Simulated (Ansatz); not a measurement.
# Ti₃Al: from a starting cell to a relaxed one

The start is a generated trial cell of Ti3Al in the AFLOW prototype AB3_mC16_12_g_ij (D0_15, as in AlCl3). The structure is fully relaxed (lattice and positions, P = 0) with r2SCAN (plane waves to 500 eV, PAW, scalar-relativistic; Ansatz, an electronic-structure program). First-step values are on the input's coarse k-mesh.

Ansatz input (later rounds restart from its end on a renewed k-mesh):
Ansatz 0.2 input:
```yaml
crystal:
  lattice:
    - [2.7509902, -4.7605063, 0]
    - [2.7509902, 4.7605063, 0]
    - [-1.7911962, 0, 5.4319733]
  atoms:
    - { symbol: Al, position: [0.8338, 0.1662, 0] }
    - { symbol: Al, position: [0.1662, 0.8338, 0] }
    - { symbol: Ti, position: [0.2147, 0.2147, 0.2263] }
    - { symbol: Ti, position: [0.7853, 0.7853, 0.7737] }
    - { symbol: Ti, position: [0.93049, 0.57311, 0.2248] }
    - { symbol: Ti, position: [0.42689, 0.06951, 0.7752] }
    - { symbol: Ti, position: [0.06951, 0.42689, 0.7752] }
    - { symbol: Ti, position: [0.57311, 0.93049, 0.2248] }
basis: { ecutwfc: 500, ecutrho_ratio: 4, xc_grid: 4, fft_grid_basis: typed }
kpoints: { mp_grid: { grid: [7, 7, 6] } }
hamiltonian:
  xc: r2scan
  dispersion: none
  pseudopotentials: { azcp: { folder: ./paw }, kind: paw }
scf: { occupations: { method: fermi_dirac, width: 0.05 } }
relax: { f_tol: 0.01, max_steps: 100, cell: { stress_tol: 0.02 } }
output: { forces: true, stress: true }
```

```yaml
initial_pressure: "+34.1 GPa (positive: the cell is compressed)"
largest_initial_force: 7.08 eV/Å, on Ti3, Ti4, Ti5, Ti6, Ti7, Ti8 (atoms numbered as listed)
outcome: The space group stays C2/m (No. 12) (the run could not lower it), with 8 atoms in the primitive cell
energy_released: 1.69 eV/atom
volume_change: +4.8 %, from 17.78 to 18.64 Å³/atom
Shortest distances (start → end): "The closest pairs of elements (up to four, under 3.6 Å), start → end: Al–Ti 2.15 → 2.79 Å; Ti–Ti 2.90 → 2.73 Å; Al–Al 3.16 → 2.81 Å"
optimiser_moves: 16
```

Final structure:

Space group C2/m (No. 12); a = 5.038 Å, b = 8.835 Å, c = 6.952 Å, α = 90.00°, β = 105.42°, γ = 90.00°

```
atom  site  symmetry       x       y       z
----  ----  --------  ------  ------  ------
Al      4g         2  0.0000  0.1587  0.0000
Ti      4i         m  0.2639  0.0000  0.3480
Ti      8j         1  0.2761  0.3286  0.3310
```
(The calculation used a cell of 8 atoms; values per cell refer to that cell.)

Final values are on a 11×11×7 k-mesh of the relaxed cell. No spin polarisation in the result.

The run could not lose the symmetry of its start, so the end can be a saddle point.

The relaxed structure here is a generated cell of Ti3Al: the first start was made by placing the elements on the sites of a structure type, and the end was not matched to a known phase here, so it may be hypothetical. Known forms of Ti3Al include space group No. 194.
